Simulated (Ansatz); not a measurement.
Input:

TaAgO3:
```
TaAgO3
1.0
    2.70645     1.56257     4.57260
   -2.70645     1.56257     4.57260
    0.00000    -3.12514     4.57260
Ta O Ag
2 6 2
Direct
  0.00040   0.00040   0.00040
  0.50040   0.50040   0.50040
  0.82502   0.67588   0.25047
  0.25047   0.82502   0.67588
  0.67588   0.25047   0.82502
  0.75047   0.17588   0.32502
  0.17588   0.32502   0.75047
  0.32502   0.75047   0.17588
  0.25043   0.25043   0.25043
  0.75043   0.75043   0.75043
```

This is the LDA-relaxed structure. Cartesian axes are those of the cell as given.

Task: All from LDA in the plane-wave PAW code Ansatz, unless another level is named. Estimate the electron effective mass.

Result: 0.28, 0.36, 3.8 mₑ (principal values).

Task: And the hole effective mass?

Result: 1.3, 1.4, 2.7 mₑ (principal values).

Task: Predict the formation energy from the elements (no fitted shifts).

Result: -2.07 eV/atom.

Task: Predict the smallest direct gap on the standard path.

Result: 1.77 eV.

Task: What about the valence-band maximum?

Result: off the standard path, at k = (0.177, 0.177, -0.328).

Task: What about the weight of the conduction-edge state by species (Voronoi cells)?

Result: Ta 71 %, O 28 %.

Space group R-3c. The workflow started from an entry of the Crystallography Open Database (COD); the relaxed space group is not among those it files for this formula. COD files the formula under space group No. 161, so this cell is another polymorph or a model. Whether it is the stable phase at ambient conditions was not checked. The cell was relaxed with LDA under the symmetry of its start; phonons on a q-mesh show no instability. The run is not spin-polarised. The references are the lowest solids computed at this level, not always the standard phases (solids in place of the gases). Scalar-relativistic: spin–orbit coupling is off unless named, which matters more the heavier the elements.

Potentials: the later of the program's two PAW sets.
